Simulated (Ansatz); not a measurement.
Y3Si5:
Space group P-62m (No. 189); a = 6.499 Å, b = 6.499 Å, c = 4.154 Å, α = 90.00°, β = 90.00°, γ = 120.00°

| atom | site | symmetry | x | y | z |
|---|---|---|---|---|---|
| Y | 3f | m2m | 0.0000 | 0.6456 | 0.0000 |
| Si | 2d | -6.. | 0.3333 | 0.6667 | 0.5000 |
| Si | 3g | m2m | 0.7374 | 0.7374 | 0.5000 |

Relaxed at zero pressure with PBEsol in the plane-wave PAW code Ansatz.

Task: The volume is raised by 3 % and shape and atoms relax at that volume. What pressure results, and how do the axes share the change?

Result: -2.4 GPa; a 1.2 %, b 1.2 %, c 0.7 %; the energy rises by 4 meV/atom.

Task: Give the new structure.

Result: 
Space group P-62m (No. 189); a = 6.574 Å, b = 6.574 Å, c = 4.182 Å, α = 90.00°, β = 90.00°, γ = 120.00°

```csv
atom,site,symmetry,x,y,z
Y,3f,m2m,0.0000,0.6466,0.0000
Si,2d,-6..,0.3333,0.6667,0.5000
Si,3g,m2m,0.7326,0.7326,0.5000
```

The phase is kept; no other phase was compared at this pressure.

The start of the workflow was typed in or built on a structure type; neither database checked (COD, Materials Project) lists it. Whether it is the stable phase at ambient conditions was not checked. Symmetry was held in the PBEsol relaxation; of distortions, only those at the zone centre were tested. No spin polarisation was allowed.

Potentials: the earlier of the program's two PAW sets.
